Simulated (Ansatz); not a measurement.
ZnSe (zinc blende, F-43m), a = 5.6653 Å, b = 5.6653 Å, c = 5.6653 Å, α = 90.00°, β = 90.00°, γ = 90.00°; the cell used has 2 atoms.

Relaxed with r²SCAN. Independent-particle spectrum: no excitons, no local fields, no scissors shift; 0.1 eV broadening; ε₁ of the summed bands alone.

Problem. Tabulate the dielectric function from the program Ansatz at the r²SCAN level (PAW).

Solution. 

```
E (eV)  ε₁ xx  ε₂ xx
------  -----  -----
0.0      6.46   0.00
0.3      6.48   0.00
0.6      6.54   0.00
0.9      6.65   0.00
1.2      6.81   0.00
1.5      7.07   0.00
1.8      7.58   0.05
2.1      7.89   0.69
2.4      7.96   0.97
2.7      8.16   1.20
3.0      8.53   1.44
3.3      9.11   1.79
3.6     10.11   2.44
3.9     11.65   5.50
4.2      8.04   6.92
4.5      7.12   6.17
4.8      7.15   5.72
5.1      7.92   5.59
5.4     10.16   6.08
5.7     14.42  15.64
6.0     -2.18  14.78
6.3     -2.40  10.42
6.6     -1.74   7.29
6.9     -0.40   5.97
7.2      1.73   6.20
7.5     -1.26   8.80
7.8     -1.97   8.09
8.1     -2.99   6.31
8.4     -3.07   5.13
8.7     -2.91   4.23
9.0     -2.69   3.69
9.3     -2.61   3.04
9.6     -2.26   2.48
9.9     -1.77   2.14
10.2    -1.31   2.10
10.5    -1.36   2.40
10.8    -1.49   2.19
11.1    -1.59   1.91
11.4    -1.49   1.51
11.7    -1.17   1.27
12.0    -0.96   1.35
```

Problem. From ε at 2.8 eV (xx: 8.28 + 1.28i), find n, k, the normal reflectivity and the absorption coefficient.

Solution. n = 2.89, k = 0.222, R = 24 %, α = 2kE/ħc = 63000 cm⁻¹.

With all bands, ε∞ without local fields is 6.56. DFPT, with local fields, gives 6.41.

Symmetry was held in the r²SCAN relaxation; phonons on a q-mesh show no instability. Spin–orbit coupling is left out wherever it is not named.

Potentials: the later of the program's two PAW sets.
